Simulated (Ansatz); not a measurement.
Relaxed-ion elastic tensor of AgI (wurtzite, P6_3mc) in GPa (Voigt order), PBEsol in the plane-wave PAW code Ansatz; density 5.81 g/cm³, 33.55 Å³ per atom.

```
42.8  30.8  27.8   0.0   0.0   0.0
30.8  42.8  27.8   0.0   0.0   0.0
27.8  27.8  48.2   0.0   0.0   0.0
 0.0   0.0   0.0   5.4   0.0   0.0
 0.0   0.0   0.0   0.0   5.4   0.0
 0.0   0.0   0.0   0.0   0.0   6.0
```

**Question.** Is the crystal mechanically stable?

**Answer.** Yes: the smallest eigenvalue of C is 5.4 GPa.

**Question.** Work out the Voigt, Reuss and Hill averages.

**Answer.** K_V = 34.1, K_R = 34.0, K_H = 34.1; G_V = 6.5, G_R = 6.2, G_H = 6.4 GPa.

**Question.** Give Young's modulus, Poisson's ratio, Pugh's ratio and the universal anisotropy index.

**Answer.** E = 9KG/(3K + G) = 18.0 GPa; ν = 0.41; K/G = 5.34 (ductile by the Pugh limit of 1.75); A_U = 5G_V/G_R + K_V/K_R − 6 = 0.25.

**Question.** Estimate the sound speeds and the Debye temperature.

**Answer.** v_l = √((K + 4G/3)/ρ) = 2710 m/s, v_t = √(G/ρ) = 1050 m/s, mean 1190 m/s; Θ = (h/k)(3n/4πV)^(1/3) v_m = 110 K.

**Question.** How much does each axis shrink under pressure?

**Answer.** Linear compressibilities β_i = Σ_j S_ij (j = 1 to 3): x 10, y 10, z 9.0 per TPa.

Symmetry was held in the PBEsol relaxation. The run is not spin-polarised. Scalar-relativistic: spin–orbit coupling is off unless named, which matters more the heavier the elements.

Potentials: the later of the program's two PAW sets.
